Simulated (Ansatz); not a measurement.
PbI₂ (CdI2 type)

```yaml
crystal:
  lattice:
    - [4.55930, 0.00000, 0.00000]
    - [-2.27965, 3.94847, 0.00000]
    - [0.00000, 0.00000, 6.97268]
  atoms:
    - { symbol: Pb, position: [0.00000, 0.00000, 0.00000] }
    - { symbol: I, position: [0.33333, 0.66667, 0.27092] }
    - { symbol: I, position: [0.66667, 0.33333, 0.72908] }
```

The volume is varied about the relaxed value V₀ at fixed cell shape. The atoms relax within the cell's symmetry.

Computed with PBE-D3(BJ) (plane waves to 420 eV, PAW, scalar-relativistic; Ansatz, a quantum-chemistry and plane-wave program). k mesh 8×8×5 (Γ-centred), Fermi-Dirac smearing 0.05 eV. The energy includes the smearing's −TS. With the shape held, the modulus is that of even scaling; a crystal free to change shape is softer. PbI2 was relaxed with its symmetry unable to fall. Spin-orbit coupling is left out, though I and Pb are heavy. The PAW data are Ansatz's earlier set. ΔE is measured from the relaxed starting cell.

```
V (Å³/atom)  ΔE (meV/atom)
-----------  -------------
39.331                 7.7
39.958                 4.2
40.586                 1.8
41.214                 0.4
41.841                 0.0
42.469                 0.4
43.097                 1.5
43.724                 3.3
44.352                 5.6
```

Q: What bulk modulus at fixed cell shape B₀ follows from a third-order Birch-Murnaghan fit?

A: 13.9 GPa.

Q: What is the fitted pressure derivative B₀′?

A: 7.1.

(Under strain, the slope of the energy per volume gives the stress and its curvature an elastic modulus.)
